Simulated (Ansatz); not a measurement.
A distorted cell of SiC (zinc blende):

```xyz
4
Lattice="0.0000 4.3798 4.3798 2.1899 0.0000 2.1899 2.1899 2.1899 0.0000" Properties=species:S:1:pos:R:3 pbc="T T T"
C      3.2309     3.3387     3.3387
C      3.3387     5.4208     5.4208
Si    -0.0008     0.0008     0.0008
Si     2.1907     2.1891     4.3789
```

Level of theory: PBE (plane waves to 420 eV, PAW, scalar-relativistic; Ansatz, a program for electronic structure). k mesh 13×13×13 (Γ-centred), Fermi-Dirac smearing 0.05 eV. Stress and pressure are positive under compression. SiC was relaxed with its symmetry unable to fall.

**Question.** What forces act on the atoms (eV/Å, Cartesian)?

**Answer.** 
| atom | Fx | Fy | Fz |
|---|---|---|---|
| C1 | 1.399 | -1.399 | -1.399 |
| C2 | -1.774 | 1.774 | 1.774 |
| Si3 | 0.213 | -0.213 | -0.213 |
| Si4 | 0.162 | -0.162 | -0.162 |

**Question.** What is the stress tensor (GPa)?

**Answer.** 
```
    1.6     -0.8     -0.8
   -0.8      1.6      0.8
   -0.8      0.8      1.6
```
The pressure, a third of the trace, is 1.6 GPa.

(For displaced atoms, the force is minus the slope of the energy, and its curvature is a force constant, which sets phonon frequencies.)
